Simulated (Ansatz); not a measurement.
## Ansatz 0.2.0, single run: BaAlF4

The input file (Ansatz 0.2.0, plane waves):

```yaml
crystal:
  lattice:
    - [3.593209, 0.0, 0.0]
    - [0.0, 3.593209, 0.0]
    - [0.0, 0.0, 6.19339]
  atoms:
    - { symbol: Ba, position: [0.5, 0.5, 0.5] }
    - { symbol: Al, position: [0.0, 0.0, 0.0] }
    - { symbol: F, position: [0.5, 0.0, 0.0] }
    - { symbol: F, position: [0.0, 0.5, 0.0] }
    - { symbol: F, position: [0.0, 0.0, 0.277] }
    - { symbol: F, position: [0.0, 0.0, 0.723] }
  symmetry: { tolerance: 0.0003 }
kpoints:
  mp_grid: { grid: [5, 5, 3], shift: [0, 0, 0] }
magnetization:
  spin_polarized: false
scf:
  occupations: { method: fermi_dirac }
hamiltonian:
  pseudopotentials: { kind: paw }
  xc: pbe
basis:
  ecutwfc: "40.4 Ry"
output:
  forces: true
  stress: true
  eigenvalues: true
```

Launch command:

```bash
ansatz run input.yaml --threads 1 --pin off --max-ram 2560MiB --backend cpu --events-out ev --progress --plain --runs-dir out
```

Origin of the cell: a known structure type with other elements, at an estimated volume, so it need not be a known compound.

The smearing width isn't typed, so it takes its default of 0.1 eV.

Output (shortened):

```
Pseudopotentials: kind: paw
Pseudopotential: Ba, paw, valence charge 10, recommended cutoff 420 eV (normal), Ba.paw.azcp
Pseudopotential: Al, paw, valence charge 3, recommended cutoff 420 eV (normal), Al.paw.azcp
Pseudopotential: F, paw, valence charge 7, recommended cutoff 420 eV (normal), F.paw.azcp
Functional definition: PBE
  exchange = pbe_x(kappa = kappa, mu = beta*pi^2/3)
  correlation = pbe_c(beta = beta)
Crystal: 6 atoms, lattice volume = 79.964 Å³
Basis set: ecut = 549.670002 eV, 2343 PW (Γ), exchange–correlation on 60×60×96 points (8 copies of the dense FFT grid, shifted against one another)
Bands: 27, of which v1, the nominal top of the filled ones, is band 21 counted from 1 (20 counted from 0)
Symmetry: 16 space group operations
Space group: P4/mmm (ITA 123), of the structure as read, at distance tolerance 1.3e-3 Å
[… 7 lines left out …]
Initial density: superposition of atomic densities (neutral atoms: chi_scale 0, normalization atom), corrected by the library's trained network
Functional: x = pbe(κ = 0.804, μ = 0.219515), c = pbe(β = 0.066725)
SCF iter   1: F=—  HF=-9727.859167 eV  Δρ=7.32e-3  dr2=4.19e-2
SCF iter   2: F=—  HF=-9727.852398 eV  Δρ=3.28e-3  dr2=8.86e-3
SCF iter   3: F=—  HF=-9727.852149 eV  Δρ=1.71e-3  dr2=3.32e-3
SCF iter   4: F=—  HF=-9727.852004 eV  Δρ=3.51e-4  dr2=2.19e-4
SCF iter   5: F=—  HF=-9727.852016 eV  Δρ=1.22e-4  dr2=3.70e-5
SCF iter   6: F=—  HF=-9727.851619 eV  Δρ=7.82e-5  dr2=7.65e-6
SCF iter   7: F=—  HF=-9727.851618 eV  Δρ=4.26e-5  dr2=1.57e-6
SCF iter   8: F=—  HF=-9727.851618 eV  Δρ=1.38e-5  dr2=2.28e-7
SCF iter   9: F=-9727.851618 eV  HF=-9727.851618 eV  Δρ=3.42e-6  dr2=1.67e-8
SCF 1 converged in 9 iterations: F = -9727.851618 eV  dr2 = 1.67e-8
SCF converged after 9 iterations
Free energy (F): -9727.851618 eV
Harris-Foulkes:  -9727.851618 eV  (|F-HF|=4.05e-9)
Internal energy: -9727.807046 eV  (E = F + TS)
E sigma→0 (E₀):  -9727.829332 eV
Entropy (-TS):   -0.044572 eV (-7.429 meV/atom)
Fermi energy:    12.381428 eV
--- Per-component energies (eV) ---
  E_band       = -127.252908
  E_kinetic    = 1035.617774
  E_local      = -2683.308073  (includes V_loc(G=0)·N_el)
  E_nonlocal   = 362.099544
  E_hartree    = 1022.743917
  E_xc         = -531.875954
  E_vxc        = -580.438623  (∫ρ·V_xc dr)
  E_paw        = -6498.032431  (= ΣΔE_a)
  E_vpaw       = -306.716621  (= ΣTr[D̂ρ^β])
  E_aug_tail   = 0.001798  (compensation charges beyond the density's cutoff)
  E_ewald      = -2435.053621
  E_smearing   = -0.044572  (= −TS)
  Σ components = -9727.851618   (vs F -9727.851618, Δ=0.00e0)
--- Forces (eV/Å), atoms counted from 1 ---
  atom   1  Ba     0.000000     0.000000     0.000000
  atom   2  Al     0.000000     0.000000     0.000000
  atom   3  F     -0.000000     0.000000     0.000000
  atom   4  F      0.000000     0.000000     0.000000
  atom   5  F     -0.000000     0.000000     1.314994
  atom   6  F      0.000000     0.000000    -1.314994
  max |Σ_I F_I| component: 0.0 eV/Å
--- Stress (GPa, compression-positive) ---
       11.689116       0.000000       0.000000
        0.000000      11.689116       0.000000
        0.000000       0.000000      16.184619
  P = ⅓ Tr σ = 13.1876 GPa (131.876 kbar)
```

Caveats: no moments, though an odd count or open d shells may carry them; the k mesh is coarse if the cell is a metal.

Time: 3.6 s on 1 thread of Arm Neoverse V1, on a shared host, peak memory 0.35 GiB, from the program's own first density.
